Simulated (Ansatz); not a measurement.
GaP (zinc blende, F-43m), LDA (plane waves, PAW; program Ansatz). The conduction-band minimum lies on the Γ–X line, 86 % of the way from Γ, with 6 equivalent valleys. Second derivatives d²E/dk² of the lowest band at one valley (eV·Å²), along Cartesian directions:

```csv
direction,d²E/dk²
[100],6.807
[010],34.39
[001],34.39
[110],20.60
[101],20.60
[011],34.25
```

Question: Find the principal effective masses, the density-of-states mass and the conductivity mass.

Answer: Off-diagonal terms follow from H_xy = H[110] − (H_xx + H_yy)/2, and m*/mₑ = 7.620 eV·Å² over each eigenvalue: 0.22, 0.22, 1.1. One valley's DOS mass (m₁m₂m₃)^(1/3) = 0.38, conductivity mass 3/(Σ 1/mᵢ) = 0.30 mₑ.

Question: What effective density of states Nc follows at 300 K for parabolic valleys?

Answer: Nc = 2.509e19 × 6 × (0.38)^(3/2) ≈ 3.5e19 cm⁻³.

Question: With the computed static dielectric constant 12.5 (mean of the diagonal), estimate a hydrogenic donor's binding energy and radius.

Answer: E = 13.606 eV × 0.30/12.5² ≈ 26 meV; a = 0.529 Å × ε/m* ≈ 22 Å. Semilocal masses tend to be too small when the gap is underestimated.

Question: With ε∞ = 10.6 and ω_LO = 395 cm⁻¹, what Fröhlich coupling constant follows?

Answer: α = (1/ε∞ − 1/ε0) √(m* × 13.606 eV/ħω_LO) = 0.13.

The cell was relaxed with LDA under the symmetry of its start. Spin–orbit coupling is left out wherever it is not named.

Potentials: the earlier of the program's two PAW sets. The files were generated under PBE; for other functionals the program regenerates the frozen cores, and for LDA and PBEsol the local potential too.
